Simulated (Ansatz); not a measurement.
Run on Au (fcc type): DFT, LDA, all-electron LAPW, scalar-relativistic (Ansatz 0.2.0). This run: bulk in the slab's orientation.

The cell comes from a relaxation on PAW files under the same functional.

Command: `ansatz run input.yaml --threads 2 --pin off --max-ram 4096MiB --backend cpu --events-out ev --progress --plain --runs-dir out` It took 15 s on 2 threads of Intel(R) Xeon(R) 6975P-C (Granite Rapids), on a shared host, peak memory 0.59 GiB.

```yaml
crystal:
  lattice:
    - [2.0241690384, 2.0241690384, 0.0]
    - [-2.0241690384, 2.0241690384, 0.0]
    - [0.0, 0.0, 4.0483380768]
  atoms:
    - { symbol: Au, position: [0.0, 0.0, 0.0] }
    - { symbol: Au, position: [0.5, 0.5, 0.5] }
kpoints:
  mp_grid: { grid: [11, 11, 8] }
scf:
  occupations: { method: fermi_dirac, width: 0.05 }
hamiltonian:
  xc: lda
  pseudopotentials: { kind: all_electron, lapw: { basis_error: 0.001 } }
output:
  forces: true
  stress: true
  eigenvalues: true
```

Output:

```
LAPW: plane waves up to 8.138 Å⁻¹, error target 1.0e-3 eV per atom; small_component_spin mean_spin; Au in spheres of 1.431 Å, 43 of its electrons in bands, Dirac shells [] (how accurate: hamiltonian.pseudopotentials.lapw.basis_error, Limitations)
Engine: ansatz 0.2.0
Pseudopotentials: kind: all_electron
Pseudopotential: Au, LAPW, valence charge 43, lapw/all_electron/scalar/gaussian/Au, Koelling and Harmon's equation, gaussian nucleus
Functional definition: SPW92
  exchange = slater_x
  correlation = pw_c
Crystal: 2 atoms, lattice volume = 33.174 Å³
Basis set: ecut = 252.31105338350298 eV, 319 PW (Γ), exchange–correlation at level 2
Bands: 52, of which v1, the nominal top of the filled ones, is band 43 counted from 1 (42 counted from 0)
Symmetry: 32 space group operations
Space group: Fm-3m (ITA 225), of the structure as read, at distance tolerance 3.2e-5 Å
k-points: 105 of 968
Non-local potential: Au, projectors of the file, none
Initial density: superposition of atomic densities (chi_scale 0.1, normalization cell)
Initial wavefunctions: plane waves of lowest kinetic energy (no species holds an atomic orbital)
Functional: x = slater, c = lda
iter 1 solved again at ethr=1.28e-4 eV; its pass at ethr=1.00e-1 eV (dr2=1.10e-1 eV) is discarded
SCF iter   1: F=—  HF=-1033882.031591 eV  |F-HF|=—  |Δ(HF+E_count)|=         —  Δρ=2.46e-2  dr2=1.10e-1  ethr=1.28e-4  ⟨swp⟩=3.0  Hψ=33871  notcnv=0
preconditioner: auto → LDOS  [metal: Δε(μ)=0.078 eV  Ē_g=15.797 eV  σ=0.050 eV  W_gap=0.35  n_scr=20 (ndim 8)  ℏωp=30.2 eV  f_vac=0.035  D(μ)=0.60/eV (n_scr^D=2)  β→1.0]
SCF iter   2: F=—  HF=-1033882.308196 eV  |F-HF|=—  |Δ(HF+E_count)|=   2.77e-1  Δρ=1.08e-2  dr2=2.16e-2  ethr=1.28e-4  ⟨swp⟩=3.0  Hψ=17685  notcnv=0
preconditioner: auto → Resta (q_TF=auto, 3.198 Å⁻¹)  ε∞=4.2  [insulator: Δε(μ)=0.166 eV  Ē_g=16.835 eV  σ=0.050 eV  W_gap=0.68  n_scr=20 (ndim 8)  ℏωp=30.2 eV  f_vac=0.016  D(μ)=0.33/eV (n_scr^D=0)  ε∞_Penn≈4.2  β→0.5]
SCF iter   3: F=—  HF=-1033881.408754 eV  |F-HF|=—  |Δ(HF+E_count)|=   8.99e-1  Δρ=3.76e-3  dr2=2.90e-3  ethr=2.52e-5  ⟨swp⟩=3.0  Hψ=17768  notcnv=0
SCF iter   4: F=—  HF=-1033881.403300 eV  |F-HF|=—  |Δ(HF+E_count)|=   5.45e-3  Δρ=2.36e-3  dr2=1.45e-3  ethr=3.37e-6  ⟨swp⟩=2.0  Hψ=15775  notcnv=0
SCF iter   5: F=—  HF=-1033881.403371 eV  |F-HF|=—  |Δ(HF+E_count)|=   7.15e-5  Δρ=7.89e-4  dr2=2.23e-4  ethr=1.68e-6  ⟨swp⟩=2.0  Hψ=15773  notcnv=0
iter 6 solved again at ethr=2.91e-9 eV; its pass at ethr=2.59e-7 eV (dr2=2.50e-6 eV) is discarded
SCF iter   6: F=—  HF=-1033881.403420 eV  |F-HF|=—  |Δ(HF+E_count)|=   4.82e-5  Δρ=1.24e-4  dr2=2.50e-6  ethr=2.91e-9  ⟨swp⟩=2.0  Hψ=26926  notcnv=0
SCF iter   7: F=—  HF=-1033881.403420 eV  |F-HF|=—  |Δ(HF+E_count)|=   1.51e-8  Δρ=1.91e-5  dr2=8.88e-8  ethr=2.90e-9  ⟨swp⟩=2.0  Hψ=15773  notcnv=0
SCF iter   8: F=-1033881.403420 eV  HF=-1033881.403420 eV  |F-HF|=4.19e-9  |Δ(HF+E_count)|=   3.67e-8  Δρ=2.91e-6  dr2=1.97e-9  ethr=1.03e-10  ⟨swp⟩=2.0  Hψ=15773  notcnv=0
SCF 1 converged in 8 iterations: F = -1033881.403420 eV  dr2 = 1.97e-9
SCF converged after 8 iterations
Free energy (F): -1033881.403420 eV
Harris-Foulkes:  -1033881.403420 eV  (|F-HF|=4.19e-9)
Internal energy: -1033881.398422 eV  (E = F + TS)
E sigma→0 (E₀):  -1033881.400921 eV
Entropy (-TS):   -0.004998 eV (-2.499 meV/atom)
Fermi energy:    25.753972 eV
--- Per-component energies (eV) ---
  E_band       = -7648.884078
  E_kinetic    = 1178064.183309
  E_xc         = -19257.350032
  E_electrostatic = -2192688.231699  (all electrons and nuclei)
  E_smearing   = -0.004998  (= −TS)
  E_closure    = 0.000000  (closes the sum)
  E_atoms      = -1033872.446372  (free atoms, spherical and without spin; not in F)
  Σ components = -1033881.403420   (vs F -1033881.403420, Δ=0.00e0)
  Basis errors (estimates in eV, not in F): energy 1.9e-4 per atom: plane waves 1.7e-4 (1.2e-4 summed), levels above the bands 3.4e-153, relativity 6.9e-9, radial functions 1.9e-5, core shells 1.8e-8; eigenvalues (radial functions only) 1.0e-6; not estimated: angular momenta, meshes, grids; target (lapw.basis_error) 1.0e-3; muffin-tin radii Au 1.431 Å
--- Forces (eV/Å), atoms counted from 1 ---
  atom   1  Au    -0.00000000    -0.00000000     0.00000000
  atom   2  Au    -0.00000000     0.00000000     0.00000000
  max |Σ_I F_I| component: 6.04e-31 eV/Å
--- Stress (GPa, compression-positive) ---
       -0.358312       0.000000       0.000000
        0.000000      -0.358312       0.000000
        0.000000       0.000000       0.255219
  P = ⅓ Tr σ = -0.1538 GPa (-1.538 kbar)
--- Band table (eV; the first three rows and the last of 105) ---
  k-point 0: bands = ["-296.8341", "-296.8341", "-296.8338", "-296.8338", "-296.8338", "-296.8338", "-296.8214", "-296.8214", "-296.8204", "-296.8204", "-79.9886", "-79.9704", "-53.0752", "-53.0744", "-53.0658", "-53.0658", "-53.0656", "-53.0650", "-53.0650", "-53.0642", "-53.0587", "-53.0584", "-53.0581", "-53.0581", "-53.0577", "-53.0577", "-31.4314", "-31.2934", "-31.2934", "-31.1990", "-31.1990", "-31.1984", "15.4512", "18.3529", "18.6862", "20.8529", "20.8544", "20.8544", "22.4696", "22.4697", "23.6993", "24.0794", "24.0794", "26.5595", "31.6021", "35.6830", "35.6830", "40.1231", "43.1916", "44.2136", "44.2136", "44.2141"]
  k-point 1: bands = ["-296.8341", "-296.8341", "-296.8338", "-296.8338", "-296.8338", "-296.8338", "-296.8214", "-296.8214", "-296.8204", "-296.8204", "-79.9879", "-79.9711", "-53.0751", "-53.0744", "-53.0658", "-53.0658", "-53.0656", "-53.0650", "-53.0650", "-53.0643", "-53.0587", "-53.0584", "-53.0581", "-53.0581", "-53.0578", "-53.0578", "-31.4228", "-31.2899", "-31.2899", "-31.2075", "-31.2026", "-31.2026", "15.6385", "18.4150", "18.7555", "20.7528", "20.9405", "20.9405", "22.3617", "22.5125", "23.6478", "23.8905", "23.8905", "25.4387", "33.0403", "36.0798", "36.0798", "40.3607", "43.0370", "43.6344", "44.1272", "44.1272"]
  k-point 2: bands = ["-296.8341", "-296.8341", "-296.8338", "-296.8338", "-296.8338", "-296.8338", "-296.8214", "-296.8214", "-296.8204", "-296.8204", "-79.9860", "-79.9731", "-53.0751", "-53.0745", "-53.0657", "-53.0657", "-53.0654", "-53.0651", "-53.0651", "-53.0644", "-53.0587", "-53.0585", "-53.0581", "-53.0581", "-53.0578", "-53.0578", "-31.3982", "-31.2797", "-31.2797", "-31.2335", "-31.2129", "-31.2129", "16.1838", "18.5448", "18.9571", "20.4777", "21.1953", "21.1953", "22.0721", "22.6359", "23.4032", "23.4032", "23.5037", "23.5857", "35.8849", "37.1784", "37.1784", "41.0294", "42.6721", "42.7262", "43.6464", "43.6464"]
  k-point 104: bands = ["-296.8341", "-296.8341", "-296.8338", "-296.8338", "-296.8338", "-296.8338", "-296.8214", "-296.8214", "-296.8204", "-296.8204", "-79.9706", "-79.9706", "-53.0744", "-53.0744", "-53.0661", "-53.0661", "-53.0661", "-53.0661", "-53.0650", "-53.0650", "-53.0583", "-53.0583", "-53.0578", "-53.0578", "-53.0578", "-53.0578", "-31.3660", "-31.3660", "-31.3606", "-31.3606", "-31.2891", "-31.2891", "19.5584", "19.5584", "20.2925", "20.2925", "20.3570", "20.3570", "22.3145", "22.3145", "23.9706", "23.9706", "29.7712", "29.7712", "32.2339", "32.2339", "32.3400", "32.3400", "35.8486", "35.8486", "47.4781", "47.4781"]
```

Next run, as changes to the input before:

```diff
   lattice:
-    - [2.0241690384, 2.0241690384, 0.0]
-    - [-2.0241690384, 2.0241690384, 0.0]
-    - [0.0, 0.0, 4.0483380768]
+    - [2.8626073067, 0.0, 0.0]
+    - [0.0, 2.8626073067, 0.0]
+    - [0.0, 0.0, 24.0967]
   atoms:
-    - { symbol: Au, position: [0.0, 0.0, 0.0] }
-    - { symbol: Au, position: [0.5, 0.5, 0.5] }
+    - { symbol: Au, position: [0.0, 0.0, 0.3319961624] }
+    - { symbol: Au, position: [0.5, 0.5, 0.415998081] }
+    - { symbol: Au, position: [0.0, 0.0, 0.5] }
+    - { symbol: Au, position: [0.5, 0.5, 0.584001919] }
+    - { symbol: Au, position: [0.0, 0.0, 0.6680038376] }
 kpoints:
-  mp_grid: { grid: [11, 11, 8] }
+  mp_grid: { grid: [11, 11, 1] }
 scf:
   eigenvalues: true
+  populations: true
+  dos: { projected: true, de: 0.2, e_range: [-14, 8] }
+efield:
+  axis: 3
+  amplitude: 0
+  dipole_correction: true
```

Command: `ansatz run input.yaml --threads 2 --pin off --max-ram 4096MiB --backend cpu --events-out ev --progress --plain --runs-dir out` It took 80 s on 2 threads of Intel(R) Xeon(R) 6975P-C (Granite Rapids), on a shared host, peak memory 1.1 GiB.

Results part of the output:

```
SCF 1 converged in 9 iterations: F = -2584702.093574 eV  dr2 = 1.57e-8
SCF converged after 9 iterations
Free energy (F): -2584702.093574 eV
Harris-Foulkes:  -2584702.093574 eV  (|F-HF|=6.29e-8)
Internal energy: -2584702.081717 eV  (E = F + TS)
E sigma→0 (E₀):  -2584702.087646 eV
Entropy (-TS):   -0.011857 eV (-2.371 meV/atom)
Fermi energy:    7.552855 eV
Dipole field:    D = -0.000000 V/Å  (p = -0.000000 e·Å, saw-weighted, corrected)
Work function:   Φ+ = 5.4724 eV   Φ− = 5.4724 eV
[... lines left out ...]
  k-point 2: bands = ["-314.9405", "-314.9405", "-314.9367", "-314.9278", "-314.9238", "-314.8742", "-314.8742", "-314.8649", "-314.8649", "-314.8649", "-314.8649", "-314.8598", "-314.8598", "-314.8559", "-314.8559", "-314.3780", "-314.3780", "-314.3682", "-314.3682", "-314.3682", "-314.3682", "-314.3629", "-314.3629", "-314.3541", "-314.3541", "-98.0835", "-98.0153", "-98.0149", "-97.4980", "-97.4980", "-71.1802", "-71.1710", "-71.1709", "-71.1707", "-71.1651", "-71.1615", "-71.1614", "-71.1077", "-71.1077", "-71.1037", "-71.1037", "-71.1034", "-71.1034", "-71.0974", "-71.0974", "-71.0939", "-71.0939", "-71.0938", "-71.0938", "-71.0925", "-71.0925", "-70.6104", "-70.6104", "-70.6058", "-70.6058", "-70.6056", "-70.6056", "-70.5949", "-70.5949", "-70.5934", "-70.5934", "-70.5924", "-70.5924", "-70.5923", "-70.5923", "-49.4728", "-49.4171", "-49.3561", "-49.3399", "-49.3369", "-49.3106", "-49.2950", "-49.2852", "-49.2740", "-48.8180", "-48.8179", "-48.7788", "-48.7788", "-48.7765", "-48.7765", "-1.4607", "-0.4133", "0.6354", "1.1125", "1.2844", "1.3286", "1.8816", "2.3843", "2.6225", "3.0558", "3.0708", "3.0997", "3.1488", "3.3940", "3.4991", "4.0119", "4.0681", "4.2303", "4.3496", "4.4878", "4.6941", "4.7918", "4.9776", "5.2002", "5.3952", "5.4671", "5.7766", "5.8932", "6.5672", "8.7309", "10.5755", "13.1111", "13.7377", "13.8919", "14.8282", "15.5450", "16.3837", "16.7595", "17.8298", "18.7589", "19.0572", "19.7176", "19.7724", "21.3060", "21.4907", "21.8952", "22.0102", "22.8925", "23.4292"]
  k-point 20: bands = ["-314.9405", "-314.9405", "-314.9367", "-314.9278", "-314.9238", "-314.8742", "-314.8742", "-314.8649", "-314.8649", "-314.8649", "-314.8649", "-314.8598", "-314.8598", "-314.8559", "-314.8559", "-314.3780", "-314.3780", "-314.3682", "-314.3682", "-314.3682", "-314.3682", "-314.3629", "-314.3629", "-314.3541", "-314.3541", "-98.0755", "-98.0077", "-98.0077", "-97.4905", "-97.4905", "-71.1799", "-71.1713", "-71.1713", "-71.1711", "-71.1649", "-71.1614", "-71.1614", "-71.1074", "-71.1074", "-71.1041", "-71.1041", "-71.1041", "-71.1041", "-71.0975", "-71.0975", "-71.0938", "-71.0938", "-71.0938", "-71.0938", "-71.0923", "-71.0923", "-70.6101", "-70.6101", "-70.6062", "-70.6062", "-70.6062", "-70.6062", "-70.5947", "-70.5947", "-70.5935", "-70.5935", "-70.5922", "-70.5922", "-70.5922", "-70.5922", "-49.4896", "-49.4895", "-49.4183", "-49.4041", "-49.3908", "-49.3788", "-49.3764", "-49.3300", "-49.3287", "-48.8938", "-48.8938", "-48.8938", "-48.8938", "-48.7637", "-48.7637", "0.6043", "0.6608", "0.9231", "0.9288", "1.2116", "1.7094", "1.7250", "1.7538", "2.0700", "2.8132", "2.8482", "4.1136", "4.2034", "4.6019", "4.8178", "5.1874", "5.4142", "5.4920", "5.4940", "5.5611", "5.8084", "5.8978", "5.9218", "6.3604", "6.3984", "8.7426", "9.8034", "10.4482", "11.6914", "11.7937", "12.5191", "13.1434", "13.8377", "14.0510", "14.0829", "14.5628", "15.4470", "15.8353", "16.4275", "17.2790", "17.3679", "17.8074", "17.8367", "18.0532", "18.0784", "18.8312", "18.8531", "20.4181", "20.5944"]
--- Löwdin populations: 5 sites ---
  site symbol       q [e]
     0     Au     78.9238
     1     Au     78.8215
     2     Au     78.8223
     3     Au     78.8215
     4     Au     78.9238
  spilling = 0.001740 (of n_electrons = 395.000000)
```

Next run (atoms relaxed), as changes to the input before:

```diff
   atoms:
-    - { symbol: Au, position: [0.0, 0.0, 0.3319961624] }
-    - { symbol: Au, position: [0.5, 0.5, 0.415998081] }
-    - { symbol: Au, position: [0.0, 0.0, 0.5] }
-    - { symbol: Au, position: [0.5, 0.5, 0.584001919] }
-    - { symbol: Au, position: [0.0, 0.0, 0.6680038376] }
+    - { symbol: Au, position: [0.0, 0.0, 0.333632707] }
+    - { symbol: Au, position: [0.5, 0.5, 0.416176343] }
+    - { symbol: Au, position: [0.0, 0.0, 0.5000000004] }
+    - { symbol: Au, position: [0.5, 0.5, 0.5838236569] }
+    - { symbol: Au, position: [0.0, 0.0, 0.6663672928] }
 kpoints:
   eigenvalues: true
-  populations: true
-  dos: { projected: true, de: 0.2, e_range: [-14, 8] }
+relax:
+  f_tol: 0.01
+  max_steps: 12
 efield:
```

Results part of the output:

```
SCF converged after 3 iterations
Free energy (F): -2584702.099485 eV
Harris-Foulkes:  -2584702.099485 eV  (|F-HF|=1.44e-8)
Internal energy: -2584702.086010 eV  (E = F + TS)
E sigma→0 (E₀):  -2584702.092748 eV
Entropy (-TS):   -0.013475 eV (-2.695 meV/atom)
Fermi energy:    7.576958 eV
Dipole field:    D = -0.000000 V/Å  (p = -0.000000 e·Å, saw-weighted, corrected)
Work function:   Φ+ = 5.4492 eV   Φ− = 5.4492 eV
Levels:          The Fermi level and band energies are counted from a zero that moves with the ramp; work functions are not
[... lines left out ...]
  k-point 2: bands = ["-314.9415", "-314.9415", "-314.9372", "-314.9285", "-314.9244", "-314.8862", "-314.8862", "-314.8777", "-314.8777", "-314.8777", "-314.8777", "-314.8726", "-314.8726", "-314.8679", "-314.8679", "-314.3908", "-314.3908", "-314.3823", "-314.3823", "-314.3823", "-314.3823", "-314.3763", "-314.3763", "-314.3679", "-314.3679", "-98.0852", "-98.0306", "-98.0301", "-97.5145", "-97.5145", "-71.1812", "-71.1721", "-71.1718", "-71.1716", "-71.1660", "-71.1622", "-71.1621", "-71.1206", "-71.1206", "-71.1161", "-71.1161", "-71.1158", "-71.1158", "-71.1109", "-71.1109", "-71.1068", "-71.1068", "-71.1067", "-71.1067", "-71.1049", "-71.1049", "-70.6244", "-70.6244", "-70.6192", "-70.6192", "-70.6189", "-70.6189", "-70.6088", "-70.6088", "-70.6081", "-70.6081", "-70.6065", "-70.6065", "-70.6064", "-70.6064", "-49.4805", "-49.4257", "-49.3607", "-49.3564", "-49.3544", "-49.3235", "-49.3076", "-49.3018", "-49.2880", "-48.8347", "-48.8346", "-48.7957", "-48.7957", "-48.7952", "-48.7952", "-1.5099", "-0.4870", "0.6019", "1.0585", "1.2278", "1.2913", "1.8246", "2.3460", "2.5924", "3.0564", "3.0645", "3.1105", "3.1132", "3.3742", "3.4404", "3.9452", "4.0606", "4.2683", "4.2943", "4.5025", "4.6699", "4.7927", "4.9335", "5.2091", "5.3991", "5.4806", "5.7969", "5.9127", "6.5941", "8.7918", "10.6396", "13.1430", "13.7499", "13.9058", "14.8196", "15.5524", "16.3644", "16.7966", "17.8569", "18.8050", "19.0694", "19.6924", "19.8230", "21.2817", "21.5395", "21.8669", "22.1334", "22.9244", "23.4529"]
  k-point 20: bands = ["-314.9415", "-314.9415", "-314.9372", "-314.9285", "-314.9244", "-314.8862", "-314.8862", "-314.8777", "-314.8777", "-314.8777", "-314.8777", "-314.8726", "-314.8726", "-314.8679", "-314.8679", "-314.3908", "-314.3908", "-314.3823", "-314.3823", "-314.3823", "-314.3823", "-314.3763", "-314.3763", "-314.3679", "-314.3679", "-98.0771", "-98.0230", "-98.0230", "-97.5069", "-97.5069", "-71.1809", "-71.1722", "-71.1722", "-71.1722", "-71.1658", "-71.1621", "-71.1621", "-71.1203", "-71.1203", "-71.1165", "-71.1165", "-71.1165", "-71.1165", "-71.1109", "-71.1109", "-71.1067", "-71.1067", "-71.1067", "-71.1067", "-71.1047", "-71.1047", "-70.6240", "-70.6240", "-70.6196", "-70.6196", "-70.6196", "-70.6196", "-70.6086", "-70.6086", "-70.6082", "-70.6082", "-70.6063", "-70.6063", "-70.6063", "-70.6063", "-49.4964", "-49.4962", "-49.4298", "-49.4214", "-49.3983", "-49.3918", "-49.3889", "-49.3479", "-49.3461", "-48.9105", "-48.9105", "-48.9104", "-48.9104", "-48.7834", "-48.7834", "0.5470", "0.6279", "0.8804", "0.8861", "1.1476", "1.6327", "1.6469", "1.6836", "2.0263", "2.7583", "2.7918", "4.1119", "4.2039", "4.5945", "4.8352", "5.2049", "5.4267", "5.5125", "5.5141", "5.5731", "5.8018", "5.8869", "5.9042", "6.3427", "6.3858", "8.7241", "9.7812", "10.4400", "11.6736", "11.8161", "12.5426", "13.1698", "13.8942", "14.0476", "14.1078", "14.5713", "15.5197", "15.9493", "16.4825", "17.3479", "17.4370", "17.8339", "17.9034", "18.1372", "18.1385", "18.8293", "18.8511", "20.4230", "20.5989"]
--- Relaxed structure (2 steps of the walk, 2 accepted, 0 SCFs on fresh bases) ---
  F+E_penalty+E_count = -2584702.09948522 eV   max|allowed force component| = 1.526e-3 eV/Å
  atoms:
    - { symbol: Au, position: [0.0, 0.0, 0.333632707] }
    - { symbol: Au, position: [0.5, 0.5, 0.41617634299999995] }
    - { symbol: Au, position: [0.0, 0.0, 0.5000000004] }
    - { symbol: Au, position: [0.5, 0.5, 0.5838236569] }
    - { symbol: Au, position: [0.0, 0.0, 0.6663672928] }
```

Next run (vacuum of 11 Å), as changes to the input before:

```diff
-    - [0.0, 0.0, 24.0967]
+    - [0.0, 0.0, 19.0178]
   atoms:
-    - { symbol: Au, position: [0.0, 0.0, 0.333632707] }
-    - { symbol: Au, position: [0.5, 0.5, 0.416176343] }
-    - { symbol: Au, position: [0.0, 0.0, 0.5000000004] }
-    - { symbol: Au, position: [0.5, 0.5, 0.5838236569] }
-    - { symbol: Au, position: [0.0, 0.0, 0.6663672928] }
+    - { symbol: Au, position: [0.0, 0.0, 0.2892026025] }
+    - { symbol: Au, position: [0.5, 0.5, 0.3937903695] }
+    - { symbol: Au, position: [0.0, 0.0, 0.5000000006] }
+    - { symbol: Au, position: [0.5, 0.5, 0.6062096308] }
+    - { symbol: Au, position: [0.0, 0.0, 0.7107973975] }
 kpoints:
   eigenvalues: true
-relax:
-  f_tol: 0.01
-  max_steps: 12
 efield:
```

Command: `ansatz run input.yaml --threads 2 --pin off --max-ram 4096MiB --backend cpu --events-out ev --progress --plain --runs-dir out` It took 67 s on 2 threads of Intel(R) Xeon(R) 6975P-C (Granite Rapids) (shared host), peak memory 0.99 GiB.

Results part of the output:

```
WARN: efield: at this solve's end the planar-averaged density reaches 9.25e-5 e/Å³ inside the ramp window [0.8974, 0.1026] (bound 1e-5 e/Å³); the window's nearer edge stands 3.55 Å from this solve's nearest atom along the axis. Its work functions, free energy, forces, stress, dipole, levels and responses can be off, and this figure does not tell by how much. A short vacuum, a low `basis.ecutwfc` or `basis.ecutrho_ratio` and negative occupations (`scf.occupations.method`) can put density there. See the manual's quickstart, § The vacuum guard
SCF 1 converged in 9 iterations: F = -2584702.099661 eV  dr2 = 1.28e-8
[... lines left out ...]
  k-point 2: bands = ["-311.4629", "-311.4629", "-311.4586", "-311.4499", "-311.4458", "-311.4070", "-311.4070", "-311.3985", "-311.3985", "-311.3985", "-311.3985", "-311.3934", "-311.3934", "-311.3886", "-311.3886", "-310.9118", "-310.9118", "-310.9034", "-310.9034", "-310.9034", "-310.9034", "-310.8974", "-310.8974", "-310.8889", "-310.8889", "-94.6064", "-94.5516", "-94.5510", "-94.0355", "-94.0355", "-67.7026", "-67.6935", "-67.6931", "-67.6929", "-67.6873", "-67.6836", "-67.6834", "-67.6414", "-67.6414", "-67.6369", "-67.6369", "-67.6367", "-67.6367", "-67.6317", "-67.6317", "-67.6275", "-67.6275", "-67.6275", "-67.6275", "-67.6257", "-67.6257", "-67.1454", "-67.1454", "-67.1402", "-67.1402", "-67.1400", "-67.1400", "-67.1298", "-67.1298", "-67.1292", "-67.1292", "-67.1275", "-67.1275", "-67.1274", "-67.1274", "-46.0016", "-45.9468", "-45.8819", "-45.8774", "-45.8754", "-45.8446", "-45.8286", "-45.8228", "-45.8090", "-45.3558", "-45.3557", "-45.3169", "-45.3168", "-45.3162", "-45.3162", "1.9690", "2.9919", "4.0808", "4.5375", "4.7068", "4.7702", "5.3035", "5.8249", "6.0713", "6.5354", "6.5434", "6.5894", "6.5922", "6.8531", "6.9194", "7.4242", "7.5395", "7.7472", "7.7732", "7.9814", "8.1488", "8.2717", "8.4124", "8.6880", "8.8780", "8.9596", "9.2759", "9.3917", "10.0731", "12.2699", "14.1233", "16.5167", "17.6116", "17.7992", "19.5538", "19.5616", "21.2964", "22.1603", "22.4158", "23.1713", "23.3042", "24.7607", "25.0168", "26.1992", "26.3325", "26.4190", "26.9319", "27.2005", "27.3153"]
  k-point 20: bands = ["-311.4629", "-311.4629", "-311.4586", "-311.4499", "-311.4458", "-311.4070", "-311.4070", "-311.3985", "-311.3985", "-311.3985", "-311.3985", "-311.3934", "-311.3934", "-311.3886", "-311.3886", "-310.9118", "-310.9118", "-310.9034", "-310.9034", "-310.9034", "-310.9034", "-310.8974", "-310.8974", "-310.8889", "-310.8889", "-94.5983", "-94.5440", "-94.5440", "-94.0280", "-94.0280", "-67.7023", "-67.6935", "-67.6935", "-67.6935", "-67.6871", "-67.6834", "-67.6834", "-67.6411", "-67.6411", "-67.6373", "-67.6373", "-67.6373", "-67.6373", "-67.6317", "-67.6317", "-67.6275", "-67.6275", "-67.6275", "-67.6275", "-67.6255", "-67.6255", "-67.1451", "-67.1451", "-67.1406", "-67.1406", "-67.1406", "-67.1406", "-67.1296", "-67.1296", "-67.1292", "-67.1292", "-67.1273", "-67.1273", "-67.1273", "-67.1273", "-46.0175", "-46.0173", "-45.9508", "-45.9423", "-45.9194", "-45.9129", "-45.9099", "-45.8688", "-45.8671", "-45.4316", "-45.4316", "-45.4316", "-45.4316", "-45.3044", "-45.3044", "4.0259", "4.1068", "4.3593", "4.3650", "4.6265", "5.1116", "5.1259", "5.1625", "5.5052", "6.2372", "6.2708", "7.5908", "7.6829", "8.0734", "8.3142", "8.6839", "8.9057", "8.9914", "8.9930", "9.0521", "9.2808", "9.3658", "9.3832", "9.8215", "9.8647", "12.2030", "13.2602", "13.9189", "15.1525", "15.2950", "16.0216", "16.6487", "17.3731", "17.5266", "17.5867", "18.0502", "18.9988", "19.4283", "19.9606", "20.8267", "20.9191", "21.3129", "21.3811", "21.6153", "21.6172", "22.2908", "22.3448", "23.8435", "24.4069"]
```

Spin–orbit coupling is left out, which matters for the heavy atoms. The program warned of electron density in the middle of the vacuum in some runs, so work functions there carry some error.
